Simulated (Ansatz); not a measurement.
4 guesses for AlO5 and where they end

All numbers below come from DFT PBE, scalar-relativistic, plane waves, PAW (Ansatz). All cells share a 420 eV cutoff and Γ-centred k meshes spaced at most about 0.3 Å⁻¹ (about 0.25 or finer for metals, 2π included). Collinear spin in cells that started with moments and kept them past the coarse steps, no spin elsewhere.

Each guess was relaxed in cell and atoms at zero pressure, within the symmetry of its start. All energies are static (0 K, no zero-point motion). Coordination counts O atoms around Al (those within 1.25 times the shortest such distance or 1.15 times the sum of covalent radii; a plus sign parts nearer from farther groups; the shortest distance is added where it is long for a bond).

| guess | made from | start group | V start (Å³/atom) | end group | V end (Å³/atom) | coordination at the end | gap on mesh (eV) | largest moment (μB) | E over the lowest end (meV/atom) |
| --- | --- | --- | --- | --- | --- | --- | --- | --- | --- |
| 1 | TmCu5 type | F-43m | 8.7 | ? | ? | ? | ? | ? | ? |
| 2 | random cell | Immm | 11.5 | Immm | 8.7 | Al 8 | 0 | - | 444 |
| 3 | random cell | R-3m | 11.8 | R-3m | 9.5 | Al 6+2 | 0 | 0.3 | 0 |
| 4 | LaPt5 type | P6/mmm | 10.1 | P6/mmm | 11.8 | Al 6 | 0 | - | 695 |

Guess 1 as it starts:

```cif
data_structure
_symmetry_space_group_name_H-M 'F-43m'
_symmetry_Int_Tables_number 216
_cell_length_a 5.9247
_cell_length_b 5.9247
_cell_length_c 5.9247
_cell_angle_alpha 90.000
_cell_angle_beta 90.000
_cell_angle_gamma 90.000
_cell_volume 207.97
loop_
_atom_site_label
_atom_site_type_symbol
_atom_site_symmetry_multiplicity
_atom_site_Wyckoff_symbol
_atom_site_fract_x
_atom_site_fract_y
_atom_site_fract_z
_atom_site_occupancy
Al1 Al 4 a 0.00000 0.00000 0.00000 1
O1 O 16 e 0.62500 0.12500 0.87500 1
O2 O 4 d 0.25000 0.25000 0.75000 1
```

Task: Predict the end of this guess and its energy over the lowest end.

Result: It ends in space group F-43m (No. 216), with a = 5.922 Å, 8.7 Å³/atom and no gap, with moments up to 1.1 μB. It lies 1.30 eV/atom over the lowest end, above guess 4 and so the highest of the set. Counting O atoms around Al, this end has Al 16 from 2.5 Å and the lowest (guess 3) has Al 6+2.

```cif
data_structure
_symmetry_space_group_name_H-M 'F-43m'
_symmetry_Int_Tables_number 216
_cell_length_a 5.9224
_cell_length_b 5.9224
_cell_length_c 5.9224
_cell_angle_alpha 90.000
_cell_angle_beta 90.000
_cell_angle_gamma 90.000
_cell_volume 207.73
loop_
_atom_site_label
_atom_site_type_symbol
_atom_site_symmetry_multiplicity
_atom_site_Wyckoff_symbol
_atom_site_fract_x
_atom_site_fract_y
_atom_site_fract_z
_atom_site_occupancy
Al1 Al 4 a 0.00000 0.00000 0.00000 1
O1 O 16 e 0.62535 0.12535 0.12535 1
O2 O 4 c 0.25000 0.25000 0.25000 1
```

The zero of energy is the elements' standard structures at the same level (O₂ as a molecule); no fitted shifts are applied.

Task: Is the lowest end bound against the elements?

Result: Yes: its formation energy is −0.22 eV/atom. It lies below the elements, which doesn't yet make it stable against other compounds or structures.

No dispersion correction is applied, so the spacing and binding between layers, chains or molecules are poorly described (P6/mmm), and this can change margins and order among such cells. In Immm, P6/mmm an odd number of electrons in the primitive cell allows no gap without spin; a larger cell or a magnetic state could open one. A magnetic state wasn't ruled out in cells without spin, among them Immm, P6/mmm. Another magnetic order may lie lower. Cells relaxed within their symmetry can be saddle points. A lower structure may well exist outside this small set. Some candidate types were left out of the draw beforehand, so a known form may be missing.
